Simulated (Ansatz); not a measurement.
Theory: DFT, r2SCAN, plane waves (500 eV) with PAW, scalar-relativistic (Ansatz). (PAW data from PBE, frozen cores regenerated.)

An element in the simple cubic structure gives this curve. The cell is scaled uniformly from the relaxed one, with fractional coordinates and shape fixed. Energies are extrapolated to zero smearing, pressures are those at the given smearing. Magnetic state: spin not included.

```json
{"V (Å³/atom)": "9.008", "E − E₀ (meV/atom)": "43.4", "P (GPa)": "12.36"}
{"V (Å³/atom)": "9.417", "E − E₀ (meV/atom)": "18.3", "P (GPa)": "7.54"}
{"V (Å³/atom)": "9.827", "E − E₀ (meV/atom)": "4.4", "P (GPa)": "3.51"}
{"V (Å³/atom)": "10.236", "E − E₀ (meV/atom)": "0.0", "P (GPa)": "0.13"}
{"V (Å³/atom)": "10.646", "E − E₀ (meV/atom)": "3.5", "P (GPa)": "-2.71"}
{"V (Å³/atom)": "11.055", "E − E₀ (meV/atom)": "13.6", "P (GPa)": "-5.10"}
{"V (Å³/atom)": "11.465", "E − E₀ (meV/atom)": "29.4", "P (GPa)": "-7.11"}
```

Task: Which element is it?
A. cobalt
B. ruthenium
C. iron
D. beryllium

Result: D. Its fit is V₀ = 10.25 Å³/atom, B₀ = 77 GPa, B₀′ = 3.4.
